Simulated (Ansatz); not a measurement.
Here is the system:

Ba2Bi3:
```xyz
5
Lattice="-2.4049 3.9903 5.1269 2.4049 -3.9903 5.1269 2.4049 3.9903 -5.1269" Properties=species:S:1:pos:R:3 pbc="T T T"
Ba     0.0000     3.9903     2.2996
Ba     2.4049     0.0000     2.8273
Bi     2.4049     2.3630     0.0000
Bi     0.0000     1.6273     5.1269
Bi     0.0000     0.0000     0.0000
```

This is the r²SCAN-relaxed structure.

Q: All from plane-wave PAW r²SCAN (Ansatz code), unless another level is named. Estimate the density of states at the Fermi level.

A: 0.48 states/eV per atom (mean over ±0.08 eV).

Q: What about the formation energy from the elements (no fitted shifts)?

A: -0.93 eV/atom.

Space group Immm. The first step of the workflow began from a Materials Project structure, measured or hypothetical; the Crystallography Open Database files this formula in space group No. 71, but the cells were not matched. Whether it is the stable phase at ambient conditions was not checked. The r²SCAN relaxation kept the symmetry of its start; its stability against distortions is not shown here. The references are the lowest solids computed at this level, not always the standard phases. Spin–orbit coupling is left out wherever it is not named.

Potentials: the later of the program's two PAW sets.
